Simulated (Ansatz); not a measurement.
Here is the system:

Rh (dhcp (α-La type), P6_3/mmc), a = b = 2.6893 Å, c = 8.7744 Å, α = β = 90.00°, γ = 120.00°.

This is the r²SCAN-relaxed structure.

### Question
All from r²SCAN (plane waves, PAW; program Ansatz), unless another level is named. Predict the density of states at the Fermi level.

### Answer
1.4 states/eV per atom (mean over ±0.08 eV).

### Question
Give the gap with spin–orbit coupling.

### Answer
none (metallic).

The workflow started from a Materials Project entry (that database holds measured and hypothetical structures alike); the Crystallography Open Database copy checked does not list it. It is not the phase usual at ambient conditions (space group No. 225). Symmetry was held in the r²SCAN relaxation; of distortions, only those at the zone centre were tested. The run is not spin-polarised. Axis ratios of metals converge slowly with the k-mesh, so a and c are less sure than the volume. Scalar-relativistic: spin–orbit coupling is off unless named, which matters more the heavier the elements.

Potentials: the later of the program's two PAW sets.
